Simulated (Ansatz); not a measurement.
TaGe$_{2}$ (fluorite, space group No. 225) at seven volumes, plane-wave PAW PBE (Ansatz code), scaled uniformly. One row is withheld.

```
V (Å³/atom)  P (GPa)
-----------  -------
18.735         11.20
19.352          6.91
19.970             ?
20.588          0.00
21.205         -2.77
21.823         -5.13
22.440         -7.05
```

Question: Fit the shown pressures and predict the withheld one.

Answer: P = (3/2)B₀(x^(7/2) − x^(5/2))[1 + (3/4)(B′ − 4)(x − 1)] with x = (V₀/V)^(2/3). Least squares on the six rows gives V₀ = 20.584 Å³/atom, B₀ = 98.1 GPa, B′ = 4.13. At V = 19.970, x = 1.0204 and P = 3.16 GPa. The run itself gave 3.18 GPa.

Space group Fm-3m (fluorite). The cell is a constructed one: a structure type filled with these elements; neither database checked (COD, Materials Project) lists it. COD files the formula under space group No. 180, so this cell is another polymorph or a model. Its standing as an ambient phase is unchecked. The cell was relaxed with PBE under the symmetry of its start; whether a distortion lowers the energy is not shown. The run is not spin-polarised. Spin–orbit coupling is left out wherever it is not named.

Potentials: the later of the program's two PAW sets.
